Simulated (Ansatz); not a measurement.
Al3Pd2:
```yaml
crystal:
  lattice:
    - [4.21844, 0.00000, 0.00000]
    - [-2.10922, 3.65327, 0.00000]
    - [0.00000, 0.00000, 5.15813]
  atoms:
    - { symbol: Al, position: [0.00000, 0.00000, 0.00000] }
    - { symbol: Al, position: [0.33333, 0.66667, 0.64580] }
    - { symbol: Al, position: [0.66667, 0.33333, 0.35420] }
    - { symbol: Pd, position: [0.33333, 0.66667, 0.15679] }
    - { symbol: Pd, position: [0.66667, 0.33333, 0.84321] }
```

Relaxed with r²SCAN.

Task: Which orbitals make up the states near the Fermi level in plane-wave PAW r²SCAN (Ansatz code)?

Result: Within 0.5 eV of the Fermi level: Al 3p 62 %, Pd 4d 22 %, Al 3s 8 %, outside the projected shells 7 %. Projections are on Löwdin-orthogonalised atomic valence shells; empty p or d shells of many metals are not among them.

Task: Tabulate the density of states.

Result: States/eV per cell of 5 atoms, in 0.25 eV bins, energy from the Fermi level.

| E (eV) | total | Pd 4d | Al 3p | Al 3s |
|---|---|---|---|---|
| -7.85 | 1.09 | 0.14 | 0.50 | 0.40 |
| -7.60 | 1.09 | 0.19 | 0.47 | 0.39 |
| -7.35 | 1.40 | 0.34 | 0.52 | 0.49 |
| -7.10 | 2.25 | 0.76 | 0.67 | 0.75 |
| -6.85 | 2.78 | 1.26 | 0.62 | 0.84 |
| -6.60 | 3.54 | 2.02 | 0.56 | 0.91 |
| -6.35 | 4.18 | 2.28 | 0.85 | 0.99 |
| -6.10 | 1.69 | 1.14 | 0.34 | 0.19 |
| -5.85 | 1.46 | 0.87 | 0.42 | 0.15 |
| -5.60 | 4.16 | 2.99 | 0.96 | 0.15 |
| -5.35 | 4.68 | 3.37 | 1.08 | 0.15 |
| -5.10 | 8.44 | 6.81 | 1.28 | 0.25 |
| -4.85 | 9.11 | 7.75 | 1.10 | 0.17 |
| -4.60 | 3.75 | 3.36 | 0.30 | 0.07 |
| -4.35 | 4.19 | 3.62 | 0.42 | 0.11 |
| -4.10 | 6.87 | 5.98 | 0.74 | 0.11 |
| -3.85 | 6.24 | 5.52 | 0.60 | 0.08 |
| -3.60 | 7.55 | 6.92 | 0.48 | 0.11 |
| -3.35 | 8.69 | 7.40 | 1.03 | 0.18 |
| -3.10 | 5.96 | 4.97 | 0.79 | 0.13 |
| -2.85 | 1.66 | 0.88 | 0.62 | 0.11 |
| -2.60 | 1.73 | 0.80 | 0.75 | 0.12 |
| -2.35 | 1.60 | 0.66 | 0.79 | 0.08 |
| -2.10 | 1.56 | 0.61 | 0.77 | 0.10 |
| -1.85 | 2.12 | 0.79 | 1.08 | 0.15 |
| -1.60 | 2.25 | 0.78 | 1.19 | 0.18 |
| -1.35 | 2.15 | 0.62 | 1.25 | 0.18 |
| -1.10 | 2.34 | 0.56 | 1.46 | 0.18 |
| -0.85 | 1.96 | 0.43 | 1.25 | 0.15 |
| -0.60 | 1.44 | 0.31 | 0.91 | 0.12 |
| -0.35 | 1.21 | 0.25 | 0.77 | 0.10 |
| -0.10 | 1.09 | 0.24 | 0.68 | 0.09 |
| 0.15 | 1.04 | 0.24 | 0.63 | 0.08 |
| 0.40 | 1.00 | 0.22 | 0.61 | 0.08 |
| 0.65 | 0.97 | 0.20 | 0.59 | 0.08 |
| 0.90 | 0.95 | 0.19 | 0.59 | 0.08 |
| 1.15 | 0.98 | 0.18 | 0.63 | 0.08 |
| 1.40 | 1.05 | 0.18 | 0.69 | 0.09 |
| 1.65 | 1.33 | 0.23 | 0.84 | 0.16 |
| 1.90 | 1.19 | 0.18 | 0.74 | 0.15 |
| 2.15 | 0.96 | 0.13 | 0.58 | 0.15 |
| 2.40 | 0.90 | 0.11 | 0.43 | 0.25 |
| 2.65 | 1.34 | 0.17 | 0.42 | 0.55 |
| 2.90 | 2.18 | 0.25 | 0.70 | 0.85 |
| 3.15 | 2.53 | 0.25 | 0.86 | 0.92 |
| 3.40 | 2.40 | 0.21 | 0.86 | 0.74 |
| 3.65 | 2.37 | 0.18 | 0.89 | 0.62 |
| 3.90 | 2.70 | 0.19 | 1.02 | 0.67 |
| 4.15 | 2.61 | 0.17 | 1.03 | 0.62 |
| 4.40 | 2.29 | 0.13 | 0.92 | 0.50 |
| 4.65 | 2.15 | 0.11 | 0.85 | 0.46 |

Space group P-3m1 (La2O3 or Ni2Al3 type). The first step of the workflow began from a Materials Project structure, measured or hypothetical; the Crystallography Open Database copy checked does not list it. Its standing as an ambient phase is unchecked. The cell was relaxed with r²SCAN under the symmetry of its start; its stability against distortions is not shown here. No spin polarisation was allowed. Spin–orbit coupling is left out wherever it is not named.

Potentials: the later of the program's two PAW sets.
